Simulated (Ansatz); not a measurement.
Ordered cells of (Si,Ge)3N4 on the β-Si3N4 lattice

Small ordered supercells, each relaxed with r2SCAN in the PAW code Ansatz; x is the share of Ge. They stand for particular orderings, not for the random alloy. No spin polarisation and no zero-point or thermal terms; whether a cell exists isn't addressed.

- Si₂GeN₄ (Pm, 14 atoms): it is monoclinic, Pm (No. 6); a = 7.727 Å, b = 2.962 Å, c = 7.751 Å, β = 119.7° in the conventional setting, 11.01 Å³ an atom. Around Si lie 4 N at 1.73–1.76 Å; around Ge lie 4 N at 1.81–1.83 Å; around Si lie 4 N at 1.74–1.75 Å; around Si lie 4 N at 1.72–1.74 Å; around Ge lie 4 N at 1.80–1.85 Å; around N lie 3 Si at 1.72–1.74 Å; around N lie 1 Si at 1.73 Å and 2 Ge at 1.82–1.83 Å (further sites aren't listed).
- Si₃Ge₃N₈ (P-6, 14 atoms): space group P-6 (No. 174), hexagonal; a = 7.821 Å, c = 2.990 Å in the conventional setting, 11.31 Å³ an atom. Around Si lie 4 N at 1.73–1.75 Å; around Ge lie 4 N at 1.82–1.85 Å; around N lie 3 Si at 1.73 Å; around N lie 3 Ge at 1.83 Å; around N lie 1 Si at 1.73 Å and 2 Ge at 1.82 Å; around N lie 2 Si at 1.75 Å and 1 Ge at 1.85 Å.
- Si₃Ge₃N₈ (Pm, 14 atoms): it is monoclinic, Pm (No. 6); conventional cell a = 7.809 Å, b = 2.992 Å, c = 7.835 Å, β = 119.9°, 11.34 Å³ an atom. Si is surrounded by 4 N at 1.73–1.78 Å; Si is surrounded by 4 N at 1.74–1.78 Å; Ge is surrounded by 4 N at 1.81–1.83 Å; Si is surrounded by 4 N at 1.74–1.77 Å; Ge is surrounded by 4 N at 1.80–1.82 Å; Ge is surrounded by 4 N at 1.80–1.85 Å; N is surrounded by 2 Si at 1.74 Å and 1 Ge at 1.82 Å; N is surrounded by 1 Si at 1.74 Å and 2 Ge at 1.82–1.83 Å (further sites aren't listed).
- SiGe₂N₄ (P2_1/m, 14 atoms): space group P2_1/m (No. 11), monoclinic; conventional cell a = 7.873 Å, b = 3.019 Å, c = 7.897 Å, β = 119.6°, 11.66 Å³ an atom. Si has 4 N at 1.73–1.76 Å; Ge has 4 N at 1.82–1.85 Å; Ge has 4 N at 1.83–1.84 Å; N has 1 Si at 1.73 Å and 2 Ge at 1.83 Å; N has 2 Si at 1.76 Å and 1 Ge at 1.85 Å; N has 3 Ge at 1.82–1.84 Å.
- SiGe₅N₈ (Pm, 14 atoms): the symmetry is Pm (No. 6, monoclinic); a = 7.962 Å, b = 3.050 Å, c = 7.973 Å, β = 119.9° in the conventional setting, 11.99 Å³ an atom. Around Ge lie 4 N at 1.83–1.84 Å; around Si lie 4 N at 1.73–1.78 Å; around Ge lie 4 N at 1.83 Å; around Ge lie 4 N at 1.83–1.87 Å; around Ge lie 4 N at 1.82–1.83 Å; around Ge lie 4 N at 1.82–1.84 Å; around N lie 3 Ge at 1.82–1.84 Å; around N lie 1 Si at 1.73 Å and 2 Ge at 1.83 Å (further sites aren't listed).

d is direct, i indirect.
```json
{"cell": "Si2GeN4 (Pm, 14 atoms)", "x": "0.333", "volume (Å³/atom)": "11.01", "gap, PBE (eV)": "3.74 i (Γ–Z (0.30) → Γ)", "gap, r2SCAN (eV)": "4.27 i (Γ–Z (0.32) → Γ)", "gap, HSE06 (eV)": "5.26 i (Γ–Z (0.32) → Γ)"}
{"cell": "Si3Ge3N8 (P-6, 14 atoms)", "x": "0.500", "volume (Å³/atom)": "11.31", "gap, PBE (eV)": "3.27 i (K → Γ)", "gap, r2SCAN (eV)": "3.79 i (K → Γ)", "gap, HSE06 (eV)": "4.82 d (Γ)"}
{"cell": "Si3Ge3N8 (Pm, 14 atoms)", "x": "0.500", "volume (Å³/atom)": "11.34", "gap, PBE (eV)": "3.38 i (Γ–Z (0.30) → Γ)", "gap, r2SCAN (eV)": "3.90 i (Γ–Z (0.30) → Γ)", "gap, HSE06 (eV)": "4.91 i (Γ–Z (0.30) → Γ)"}
{"cell": "SiGe2N4 (P2_1/m, 14 atoms)", "x": "0.667", "volume (Å³/atom)": "11.66", "gap, PBE (eV)": "2.97 i (Γ–Z (0.30) → Γ)", "gap, r2SCAN (eV)": "3.47 i (Γ–Z (0.29) → Γ)", "gap, HSE06 (eV)": "4.49 i (Γ–Z (0.29) → Γ)"}
{"cell": "SiGe5N8 (Pm, 14 atoms)", "x": "0.833", "volume (Å³/atom)": "11.99", "gap, PBE (eV)": "2.58 d (Γ)", "gap, r2SCAN (eV)": "3.07 d (Γ)", "gap, HSE06 (eV)": "4.10 d (Γ)"}
```

(1) Which of the orderings at x = 0.500 has the lowest r2SCAN energy?

Answers

(1) Si₃Ge₃N₈ (P-6, 14 atoms); above it Si₃Ge₃N₈ (Pm, 14 atoms) by 20 meV an atom.

Spin-orbit coupling is left out.

Where an edge lies off the special points, it is a point of the mesh or the k point where a search put PBE's edge or least direct gap, reused for the other functionals, whose own edges may lie a little apart; PBE's own value is read along its path and can be a few hundredths of an eV high.

The meshes of the hybrids are coarse, so their gaps aren't converged to the digits shown.
